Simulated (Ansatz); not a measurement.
Stationary points along a deformation path in Ti$_{5}$Si

Theory: Ansatz 0.2.0, DFT PBE, scalar-relativistic, plane waves, PAW. The runs took a 420 eV cutoff, a Γ-centred 12×12×12 mesh and Gaussian smearing (0.15 eV). No spin polarisation. Energies are free energies at this smearing, counted from the undisturbed cell; pressure is positive in compression.

The starting cell (relaxed at this level; it needn't be the usual structure):

```yaml
crystal:
  lattice:
    - [2.52425, 1.45737, 4.43836]
    - [-2.52425, 1.45737, 4.43836]
    - [0.00000, -2.91475, 4.43836]
  atoms:
    - { symbol: Ti, position: [0.15136, 0.15136, 0.15136] }
    - { symbol: Ti, position: [0.60456, 0.39544, 0.00000] }
    - { symbol: Ti, position: [0.00000, 0.60456, 0.39544] }
    - { symbol: Ti, position: [0.84864, 0.84864, 0.84864] }
    - { symbol: Ti, position: [0.39544, 0.00000, 0.60456] }
    - { symbol: Si, position: [0.50000, 0.50000, 0.50000] }
```

At fixed volume and fractional coordinates, lengths along (0.000, 0.000, 1.000) are scaled against those across it; ρ is that ratio over its starting value. V = 16.328 Å³/atom. Δσ is the stress along the axis less the mean stress across it (compression positive).

| ρ | ΔE (meV/atom) | Δσ (GPa) | space group |
| --- | --- | --- | --- |
| 0.850 | 109.8 | 18.48 | R32 |
| 0.920 | 30.8 | 10.52 | R32 |
| 1.000 | 0.0 | 0.00 | R32 |
| 1.100 | 43.6 | -13.34 | R32 |
| 1.200 | 152.8 | -22.95 | R32 |

Problem. How does the stress give the slope of the energy, and where is the energy stationary?

Solution. Along the path d ln(length) is 2/3 d ln ρ on the axis and −1/3 d ln ρ across it, so dE/d ln ρ = −(2/3) V Δσ: the energy falls with ρ where Δσ is positive. Δσ vanishes or changes sign at ρ = 1.000 (R32), a minimum at 0.0 meV/atom. Pairs of stationary points between two samples would go unseen, and could change a minimum read from distant neighbours into a maximum.

Problem. Integrate that slope from ρ = 1 to 0.850 by the trapezoid rule.

Solution. With V/N in Å³ and 1 eV/Å³ = 160.2 GPa the slopes at ρ = 1.000, 0.920, 0.850 are 0, -715, -1256 meV/atom per unit of ln ρ. The steps add 29.8 + 78.0 = 107.8 meV/atom, against 109.8 from the energies; the trapezoid rule misses the curvature of the slope within each step.

Forces appear on the atoms along this scan, and letting them relax would lower the energy and soften the response. In a metal these slopes depend on the k mesh and the smearing.

Cost: 5 runs of about 4.6 core-minutes in all, on Intel Xeon 6975P-C (Granite Rapids) (shared hosts).